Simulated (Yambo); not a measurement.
BSE-type run in Yambo on Rb2LiRhF6 (space group Fm-3m, No. 225), at finite momentum (a q point of the mesh, 0.84 1/Å).

Quantum ESPRESSO step (PBEsol, PseudoDojo standard norm-conserving files, scalar-relativistic):
```
&CONTROL
  calculation = 'nscf'
  pseudo_dir = './pseudo'
  outdir = './out'
/
&SYSTEM
  ibrav = 0
  nat = 10
  ntyp = 4
  ecutwfc = 88.0
  ecutrho = 352.0
  occupations = 'fixed'
  force_symmorphic = .true.
  nbnd = 98
/
&ELECTRONS
  conv_thr = 1e-08
  diago_full_acc = .true.
  diago_thr_init = 1e-08
/
ATOMIC_SPECIES
Li 6.9400 Li.upf
F 18.9984 F.upf
Rb 85.4678 Rb.upf
Rh 102.9055 Rh.upf
CELL_PARAMETERS angstrom
  0.000000000000   4.196225000000   4.196225000000
  4.196225000000   0.000000000000   4.196225000000
  4.196225000000   4.196225000000   0.000000000000
ATOMIC_POSITIONS crystal
Li   0.500000000000   0.500000000000   0.500000000000
F   0.758050000000   0.241950000000   0.241950000000
F   0.241950000000   0.758050000000   0.758050000000
F   0.241950000000   0.758050000000   0.241950000000
F   0.758050000000   0.241950000000   0.758050000000
F   0.241950000000   0.241950000000   0.758050000000
F   0.758050000000   0.758050000000   0.241950000000
Rb   0.750000000000   0.750000000000   0.750000000000
Rb   0.250000000000   0.250000000000   0.250000000000
Rh   0.000000000000   0.000000000000   0.000000000000
K_POINTS automatic
4 4 4 0 0 0
```

Yambo input:
```
rim_cut
optics
bse
bss
dipoles
em1s
RandQpts= 1000000
RandGvec= 1 Ry
FFTGvecs= 40 Ry
Chimod= "HARTREE"
BSKmod= "SEX"
BSEmod= "resonant"
BSSmod= "hs"
BSENGexx= 15 Ry
BSENGBlk= 3 Ry
% KfnQP_E
 3.511 | 1.0 | 1.0 |
%
% BSEQptR
 8 | 8 |
%
% BSEBands
 26 | 43 |
%
% BEnRange
 0.0 | 10.6 | eV
%
% BDmRange
 0.15 | 0.15 | eV
%
BEnSteps= 212
% BLongDir
 1.0 | 0.0 | 0.0 |
%
BSHayTrs= -0.02
BSSNEig= 24
WRbsWF
% BndsRnXs
 6 | 93 |
%
NGsBlkXs= 3 Ry
% LongDrXs
 1.0 | 1.0 | 1.0 |
%
```

From the report:

The dimension is k points × valence × conduction bands = 64 × 15 × 3 = 2880.
```
   [SLEPC] Approach                          : Krylov-Schur
   [SLEPC] Number of requested eigenvalues   :  24
   [SLEPC] Number of eigenvalues        [NEV]:  24
    [K] Dimension                                    :  2880
    [K] Bands                                        :   26   43
    [K] Exchange res                                 : yes
    [K] Correlation res                              : yes
    [K] W interaction is bare                        : no
    [K] RL vectors exchange                          :   965
    [K] RL vectors correlation                       :  113
    [W] Matrix size                                  :  113
    [W] Bands                                        :    6   93
    [W] Coulomb Cutoff                               : none
    [W] Hxc Kernel                                   : HARTREE
```

Spin-orbit coupling is not included.

Geometry of the Materials Project entry, not relaxed at this level.

The structure is a Materials Project entry; no match was found in the copy of COD used, and its stability was not checked.
